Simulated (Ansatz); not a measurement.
InP (zinc blende)

```yaml
crystal:
  lattice:
    - [0.00000, 2.97977, 2.97977]
    - [2.97977, 0.00000, 2.97977]
    - [2.97977, 2.97977, 0.00000]
  atoms:
    - { symbol: P, position: [0.75000, 0.75000, 0.75000] }
    - { symbol: In, position: [0.00000, 0.00000, 0.00000] }
```

Scan: atom 1 (P, nearest neighbour In at 2.581 Å; its periodic images, 4.2 Å or more away, move with it) is displaced along Cartesian z, direction (0.000, 0.000, 1.000) in Cartesian axes, by s. The other atoms stay.

Calculation: PBE (plane waves to 420 eV, PAW, scalar-relativistic; Ansatz, a quantum-chemistry and plane-wave program). k mesh 8×8×8 (Γ-centred), Fermi-Dirac smearing 0.05 eV. The energy includes the smearing's −TS. As the smearing reaches across the gap at some points, energies and forces of such displacements shift with the k mesh and the smearing. InP was relaxed with its symmetry unable to fall. ΔE is measured from the undisplaced structure. The last digit holds for this mesh only.

| s (Å) | ΔE (meV/cell) |
|---|---|
| -0.770 | withheld |
| -0.616 | 1193.0 |
| -0.462 | 713.1 |
| -0.308 | 331.3 |
| -0.154 | 85.1 |
| 0.000 | 0.0 |
| 0.154 | 85.1 |
| 0.308 | 331.3 |
| 0.462 | 713.1 |
| 0.616 | 1193.0 |
| 0.770 | withheld |

Problem. Fit an even polynomial form (powers 2, 4, 6) to the given rows and predict ΔE at s = 0.770.

Solution. Least squares on the 9 given rows: ΔE = (3620)·s² + (-1377)·s⁴ + (321.7)·s⁶, in meV/cell with s in Å; root-mean-square residual 0.04 meV/cell. At 0.770 the fit gives 1729.3 meV/cell; the calculation gives 1728.2 meV/cell, so the extrapolation is off by 1.1 (+0.1 %). The quadratic term alone would give 2146.3 meV/cell.

(For displaced atoms, the force is minus the slope of the energy, and its curvature is a force constant, which sets phonon frequencies.)
